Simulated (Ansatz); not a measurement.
## HfO₂ under strain — quadrupolar parameters

The cell is a COD entry, relaxed with PBE at fixed cell and then changed (z stretched by 2 %, ions relaxed).

```
CELL_PARAMETERS angstrom
0.00000 2.55750 2.60865
2.55750 0.00000 2.60865
2.55750 2.55750 0.00000
ATOMIC_POSITIONS crystal
Hf 0.00000 0.00000 0.00000
O 0.25000 0.25000 0.25000
O 0.75000 0.75000 0.75000
```

Sites (sets of like atoms) are named by element and the number of their first atom in this list.

The numbers come from a DFT calculation in Ansatz (PBE, plane waves and PAW, scalar-relativistic, 420 eV cutoff, Γ-centred 10×10×10 k-points, Fermi–Dirac smearing 0.02 eV).

C_Q = eQV_zz/h, which is 24.18 MHz for Q = 1 b and V_zz = 10²¹ V/m²; η = (V_xx − V_yy)/V_zz. Directions are in the Cartesian axes of the cell vectors above, for the atom listed; none is given where the gradient is under 0.02 or η is above 0.95.

(1) Give the quadrupolar parameters of the distinct sites.

Results:

(1) 

```
site  first atom     first shell  V_zz (10²¹ V/m²)     η  direction of V_zz (x, y, z)
  Hf           1   8 O at 2.23 Å             -2.36  0.00               0.00 0.00 1.00
   O           2  4 Hf at 2.23 Å              0.70  0.00               0.00 0.00 1.00
```

An axis of threefold or higher order runs through Hf and O, so V_zz lies along it and η is zero.

Without spin–orbit coupling the gradients at and beside Hf can be off by some per cent, at some sites by more. At this changed cell the PBE pressure is -7 GPa.

The relaxation (1 step) took 5.4 s of wall time (5.3 s of CPU time) and 0.49 GiB at its peak, on 1 thread of Intel Xeon Platinum 8488C (Sapphire Rapids) (x86_64; 16 cores open to the job, memory cap 3.0 GiB, no GPU), a shared host with a load of 0.3 a core.
